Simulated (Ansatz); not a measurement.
The numbers come from plane-wave PAW DFT (Ansatz): r2SCAN, collinear spin, 500 eV, 6×6×6 Γ-centred k points, fermi-dirac occupations (width 0.0683 eV). Nothing was relaxed.

Computed maps in the lattice plane spanned by b (left to right, 4.13 Å, 13 points from zero) and c (bottom to top, 4.13 Å, 13 points from zero), 90° apart, at height 0.000 along a. The fields are smooth PAW ones with compensation charges, not the true ones near nuclei.

Valence density. Digits on a logarithmic scale: 0 up to 0.03 e/Å³, each further digit a factor of 1.6, 9 from 1.3 e/Å³ up:
```
9996799997699
9975679976579
7654456654456
8764333333467
9975322223579
9996321123699
9996321123699
9975322223579
8764333333467
7654456654456
9975679976579
9996799997699
9997899998799
```

The cell is LaTiO3. Which atoms lie within 0.2 Å of this plane, and where (fractions of b and c)?

Ti at (0.00, 0.00), O at (0.50, 0.00), O at (0.00, 0.50). The whole cell:
```
Ti O La
1.0
     4.13065    0.00000    0.00000
     0.00000    4.13065    0.00000
     0.00000    0.00000    4.13065
Ti O La
1 3 1
Direct
  0.00000 0.00000 0.00000
  0.50000 0.00000 0.00000
  0.00000 0.50000 0.00000
  0.00000 0.00000 0.50000
  0.50000 0.50000 0.50000
```

Magnetic state (reached from a saved solution, and it need not be the lowest): Ti1 up.

Origin: a known structure type with other elements, at an estimated volume, so it need not be a known compound. Caveats: atoms or cell far from equilibrium.
